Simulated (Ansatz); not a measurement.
The relaxed structure here is a generated cell of Rh: the first start was made by placing the elements on the sites of a structure type, and the end was not matched to a known phase here, so it may be hypothetical. Known forms of Rh include space group No. 225.

A relaxed structure of Rh. Space group P6/mmm (No. 191), AFLOW prototype A_hP1_191_a (A_f, as in Sn). Calculation: PBEsol (plane waves to 420 eV, PAW, scalar-relativistic; Ansatz, a program for electronic structure).

```xyz
1
Lattice="2.6026 0.0000 0.0000 -1.3013 2.2539 0.0000 0.0000 0.0000 2.5055" Properties=species:S:1:pos:R:3 pbc="T T T"
Rh     0.0000     0.0000     0.0000
```

```json
{
 "volume_per_atom": "14.70 Å³",
 "band_gap": "zero (metallic)",
 "shortest_distances": "Rh–Rh 2.51 Å",
 "k-mesh": "20×20×18"
}
```

No spin polarisation in the result.

The run could not lose the symmetry of its start, so the end can be a saddle point.
